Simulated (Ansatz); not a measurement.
Relaxed-ion elastic tensor of Rb (bcc (W type), Im-3m) in GPa (Voigt order), the program Ansatz at the PBE+D3(BJ) level (PAW); density 1.65 g/cm³, 85.86 Å³ per atom.

```
3.5  2.9  2.9  0.0  0.0  0.0
2.9  3.5  2.9  0.0  0.0  0.0
2.9  2.9  3.5  0.0  0.0  0.0
0.0  0.0  0.0  2.3  0.0  0.0
0.0  0.0  0.0  0.0  2.3  0.0
0.0  0.0  0.0  0.0  0.0  2.3
```

Is the crystal mechanically stable?

Yes: the smallest eigenvalue of C is 0.6 GPa.

Work out the Voigt, Reuss and Hill averages.

K_V = 3.1, K_R = 3.1, K_H = 3.1; G_V = 1.5, G_R = 0.6, G_H = 1.0 GPa.

Give Young's modulus, Poisson's ratio, Pugh's ratio and the universal anisotropy index.

E = 9KG/(3K + G) = 2.8 GPa; ν = 0.35; K/G = 2.98 (ductile by the Pugh limit of 1.75); A_U = 5G_V/G_R + K_V/K_R − 6 = 7.02.

Estimate the sound speeds and the Debye temperature.

v_l = √((K + 4G/3)/ρ) = 1650 m/s, v_t = √(G/ρ) = 793 m/s, mean 891 m/s; Θ = (h/k)(3n/4πV)^(1/3) v_m = 60.2 K.

Give the Zener ratio and Young's modulus along [100], [110] and [111].

A = 2C44/(C11 − C12) = 7.72; 1/E = S11 − 2(S11 − S12 − S44/2)Γ with Γ = 0, 1/4, 1/3 gives 0.8, 2.3, 5.4 GPa.

Solve the Christoffel equation for the three sound speeds along [100], [110], [111].

Eigenvalues of C_ijkl n_j n_l equal ρv². In km/s, slowest first: [100] 1.17, 1.17, 1.45; [110] 0.42, 1.17, 1.82; [111] 0.76, 0.76, 1.92.

The PBE+D3(BJ) relaxation kept the symmetry of its start. The pairwise dispersion correction was not fitted to metals. As this level gives no gap, shear constants depend on the k-mesh and smearing (Fermi–Dirac, 0.1 eV here).

Potentials: the later of the program's two PAW sets.
